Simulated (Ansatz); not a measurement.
SrMg2FeH8:
```
SrMg2FeH8
1.0
    4.44498     0.00000     0.00000
   -2.22249     3.84947     0.00000
    0.00000     0.00000     6.47242
Sr Mg Fe H
1 2 1 8
Cartesian
  0.00000   0.00000   3.23621
  2.22249   1.28316   5.67180
  0.00000   2.56631   0.80062
  0.00000   0.00000   0.00000
  1.07511   0.62071   0.94504
  1.14739   3.22876   5.52738
  3.36988   0.62071   0.94504
 -1.14739   3.22876   5.52738
  2.22249   2.60804   0.94504
  0.00000   1.24143   5.52738
  2.22249   1.28316   3.75434
  0.00000   2.56631   2.71808
```

Cartesian axes are those of the cell as given.

Task: Give the high-frequency dielectric tensor and the Born effective charge tensors of the independent atoms from DFPT, plane-wave PAW PBEsol (Ansatz code).

Result: 
ε∞:
```
4.96  0.00  0.00
0.00  4.96  0.00
0.00  0.00  4.84
```
Z* of atom 1 (Sr), rows: field, columns: displacement, in e:
```
2.02  0.00  0.00
0.00  2.02  0.00
0.00  0.00  2.87
```
Z* of atom 2 (Mg), rows: field, columns: displacement, in e:
```
2.09  0.00  0.00
0.00  2.09  0.00
0.00  0.00  1.55
```
Z* of atom 4 (Fe), rows: field, columns: displacement, in e:
```
-3.12   0.00   0.00
 0.00  -3.12   0.00
 0.00   0.00  -2.53
```
Z* of atom 5 (H), rows: field, columns: displacement, in e:
```
-0.33  -0.25  -0.35
-0.25  -0.04  -0.20
-0.25  -0.15  -0.22
```
Z* of atom 11 (H), rows: field, columns: displacement, in e:
```
-0.98   0.00   0.00
 0.00  -0.98   0.00
 0.00   0.00  -1.07
```

Static charges for comparison (Bader): Sr1 +1.45, Mg2 +1.62, Fe4 -0.10, H5 -0.52, H11 -0.74 e. Born charges measure polarisation by displacement and can exceed these by far.

Space group P-3m1. The workflow started from a Materials Project entry (that database holds measured and hypothetical structures alike); the Crystallography Open Database copy checked does not list it. Whether it is the stable phase at ambient conditions was not checked. The cell was relaxed with PBEsol under the symmetry of its start; whether a distortion lowers the energy is not shown. The run is not spin-polarised. Scalar-relativistic: spin–orbit coupling is off unless named, which matters more the heavier the elements.

Potentials: the later of the program's two PAW sets.
